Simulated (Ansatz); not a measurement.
KI:
```xyz
2
Lattice="0.0000 3.4087 3.4087 3.4087 0.0000 3.4087 3.4087 3.4087 0.0000" Properties=species:S:1:pos:R:3 pbc="T T T"
K      0.0000     0.0000     0.0000
I      3.4087     3.4087     3.4087
```

x, y and z are the axes in which the lattice vectors are written.

Question: Give the high-frequency dielectric tensor and the Born effective charge tensors of the independent atoms from DFPT, plane-wave PAW LDA (Ansatz code).

Answer: 
ε∞:
```
3.12  0.00  0.00
0.00  3.12  0.00
0.00  0.00  3.12
```
Z* of atom 1 (K), rows: field, columns: displacement, in e:
```
1.11  0.00  0.00
0.00  1.11  0.00
0.00  0.00  1.11
```
Z* of atom 2 (I), rows: field, columns: displacement, in e:
```
-1.11   0.00   0.00
 0.00  -1.11   0.00
 0.00   0.00  -1.11
```

Space group Fm-3m (rock salt). The cell was relaxed with LDA under the symmetry of its start. Scalar-relativistic: spin–orbit coupling is off unless named, which matters more the heavier the elements.

Potentials: the later of the program's two PAW sets.
